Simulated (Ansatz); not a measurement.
# Phonons of Lu2AlSi2

Level of theory: DFT, PBEsol, scalar-relativistic, no spin polarisation; plane waves to 420 eV with PAW datasets (Ansatz 0.2.0), Gaussian smearing of 0.15 eV; PAW files: Ansatz's generated set soft_2.

```
Lu Al Si
1.0
    -1.98829    2.80392    4.15471
     1.98829   -2.80392    4.15471
     1.98829    2.80392   -4.15471
Lu Al Si
2 1 2
Direct
  0.28995 0.78995 0.50000
  0.71005 0.21005 0.50000
  0.00000 0.00000 0.00000
  0.71173 0.50000 0.21173
  0.28827 0.50000 0.78827
```

The chain of runs began from a cell as deposited in COD, expanded in volume.

Force constants come from finite displacements in a 2×2×2 supercell (the unit cell's 10×10×10 k-mesh, folded to it); the long-range dipole term is not included. Points in reciprocal vectors of this cell: Γ = (0.000, 0.000, 0.000), X = (0.500, 0.500, -0.500), F2 = (0.307, 0.693, -0.307), Σ0 = (-0.307, 0.307, 0.307), Y0 = (0.364, -0.364, 0.364), U0 = (0.636, 0.364, -0.364), R = (0.000, 0.500, 0.000), W = (0.250, 0.250, 0.250), S = (0.500, 0.000, 0.000), T = (0.000, 0.000, 0.500).

**Question.** Is the structure dynamically stable along this path, and where does the spectrum end?

**Answer.** Yes: no branch is imaginary beyond numerical noise. The highest frequency is 419 cm⁻¹, at R. Points that don't fit the supercell are interpolated.

Frequencies at the named points (cm⁻¹, imaginary ones negative):
```
point                                                    ω (cm⁻¹)
    Γ        0 0 0 99 120 126 179 187 221 262 281 294 303 380 398
    X  87 109 111 111 120 132 159 176 201 251 267 290 307 379 392
   F2  91 102 102 109 124 125 171 183 237 266 269 273 324 339 417
   Σ0  91 102 102 109 124 125 171 183 237 266 269 273 324 339 417
   Y0  91 106 111 112 112 126 179 192 197 257 271 284 293 385 406
   U0  91 106 111 112 112 126 179 192 197 257 271 284 293 385 406
    R   89 97 103 103 122 123 171 188 234 269 270 294 306 342 419
    W   95 97 101 117 117 119 184 187 193 269 274 294 343 358 412
    S    77 93 97 107 116 120 184 193 238 252 268 274 297 390 415
    T   93 94 106 117 118 119 185 186 194 268 274 294 342 359 412
```

**Question.** What does the harmonic approximation give for the vibrational free energy, entropy and heat capacity?

**Answer.** Zero-point energy 38.6 meV/atom.
| T (K) | F_vib (meV/atom) | S (J/K per mole of atoms) | C_V (J/K per mole of atoms) |
| --- | --- | --- | --- |
| 100 | 35.2 | 9.1 | 13.4 |
| 200 | 19.3 | 21.0 | 20.3 |
| 300 | -7.2 | 29.7 | 22.6 |
| 400 | -41.6 | 36.4 | 23.6 |
| 500 | -82.1 | 41.7 | 24.1 |
| 600 | -127.7 | 46.1 | 24.3 |
| 700 | -177.5 | 49.9 | 24.5 |
| 800 | -230.9 | 53.2 | 24.6 |
| 900 | -287.5 | 56.1 | 24.7 |
| 1000 | -347.0 | 58.7 | 24.7 |

The highest mode, 419 cm⁻¹, is worth 600 K. At 300 K the heat capacity has reached 91 % of the classical limit 3R = 24.9 J/K per mole of atoms.

The crystal is a metal or nearly so; low and unstable modes depend on mesh and smearing.

Run time: 26 min on 4 threads of Intel(R) Xeon(R) 6975P-C (Granite Rapids), on a shared host, peak memory 7.2 GiB.

Spin–orbit coupling, which matters for such heavy elements, is left out.
